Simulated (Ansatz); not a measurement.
# TmGa₃Hg₃As₂N₄ in the drawn start structure

Method: PBE, scalar-relativistic; collinear spin; PAW, 420 eV, Γ-centred 4×4×4 mesh, 0.05 eV Gaussian smearing; code Ansatz; PAW files: Ansatz's generated set soft_2.

```cif
data_structure
_symmetry_space_group_name_H-M 'R-3m:H'
_symmetry_Int_Tables_number 166
_cell_length_a 6.9526
_cell_length_b 6.9526
_cell_length_c 21.1032
_cell_angle_alpha 90.000
_cell_angle_beta 90.000
_cell_angle_gamma 120.000
_cell_volume 883.44
loop_
_atom_site_label
_atom_site_type_symbol
_atom_site_symmetry_multiplicity
_atom_site_Wyckoff_symbol
_atom_site_fract_x
_atom_site_fract_y
_atom_site_fract_z
_atom_site_occupancy
Tm1 Tm 3 b 0.66667 0.33333 0.83333 1
Ga1 Ga 9 d 0.16667 0.33333 0.83333 1
Hg1 Hg 9 e 0.50000 0.00000 0.00000 1
As1 As 6 c 0.00000 0.00000 0.76618 1
N1 N 6 c 0.00000 0.00000 0.97360 1
N2 N 6 c 0.66667 0.33333 0.95226 1
```

The structure was built from a prototype; whether the compound forms in it isn't claimed.

Magnetic state: ferromagnetic, site spin moments Tm 1.33 μB.

Which orbitals carry the states at the Fermi level, and how many states are there?

Within 0.1 eV of it: Tm 4f 39 %, Ga 4p 23 %, As 4p 11 % (shares among the projected shells). The density of states at the Fermi level is about 15 states/eV per cell, averaged over 0.3 eV.

Density of states (tetrahedra, averaged over 0.3 eV; states/eV per cell of 13 atoms; energy in eV from the Fermi level; projections on Löwdin-orthogonalised atomic orbitals, summed over sites):

```csv
E,total,N 2p,Ga 4p,As 4p,Tm 4f down,Tm 4f up
-5.80,5.1,0.5,0.2,1.2,0.0,0.0
-5.50,2.6,0.2,0.1,0.5,0.0,0.0
-5.20,2.0,0.4,0.1,0.4,0.0,0.0
-4.90,6.9,1.3,0.4,1.4,0.0,0.0
-4.60,5.4,1.1,0.4,1.1,0.0,0.0
-4.30,5.5,1.1,0.4,1.2,0.0,0.0
-4.00,0.7,0.1,0.1,0.2,0.0,0.0
-3.70,4.2,1.0,0.5,1.3,0.0,0.0
-3.40,3.8,1.3,0.5,1.0,0.0,0.0
-3.10,6.4,3.5,0.5,1.0,0.0,0.1
-2.80,9.2,5.5,0.6,1.1,0.0,0.2
-2.50,7.3,2.8,0.7,1.2,0.0,1.2
-2.20,5.6,1.3,0.8,1.2,0.0,1.3
-1.90,5.6,2.2,0.8,0.8,0.1,0.6
-1.60,4.2,0.3,0.2,0.1,0.0,3.4
-1.30,6.9,0.1,0.1,0.0,0.0,6.5
-1.00,14.9,0.3,2.1,0.5,0.2,10.0
-0.70,8.2,0.3,0.8,0.2,6.3,0.0
-0.40,9.0,0.5,1.6,0.8,4.7,0.0
-0.10,17.6,1.1,3.3,1.6,8.7,0.0
0.20,10.1,1.2,2.2,1.4,2.8,0.0
0.50,5.8,1.0,1.4,1.1,0.2,0.0
0.80,6.0,1.2,1.4,1.1,0.1,0.0
1.10,6.7,2.0,1.8,1.0,0.0,0.0
1.40,12.2,7.4,1.8,0.7,0.0,0.0
1.70,8.5,2.7,1.7,0.8,0.0,0.0
2.00,6.2,1.4,1.4,0.6,0.0,0.0
2.30,7.2,1.1,1.7,0.8,0.0,0.0
2.60,7.9,0.8,1.4,0.4,0.0,0.0
2.90,6.5,0.7,1.7,0.4,0.0,0.0
3.20,5.7,0.4,1.8,0.4,0.0,0.0
3.50,6.1,0.4,0.8,0.2,0.0,0.0
3.80,8.7,0.4,1.4,0.4,0.0,0.0
4.10,8.4,0.5,1.6,0.4,0.0,0.0
4.40,8.1,0.5,1.7,0.4,0.0,0.0
4.70,5.3,0.2,1.0,0.2,0.0,0.0
5.00,6.1,0.2,1.4,0.4,0.0,0.0
```

Without a U the open 4f shell is pinned at the Fermi level, an artefact: in the real crystal it splits into occupied and empty levels away from it, and its large orbital moment is missing here. For elements this heavy, spin–orbit coupling would shift levels and gaps; it isn't included here. Site moments are of spin, integrated over atomic spheres. No antiparallel order was tried.

The state of the open shells isn't shown to be the lowest, and forces and pressures are less sure for it.
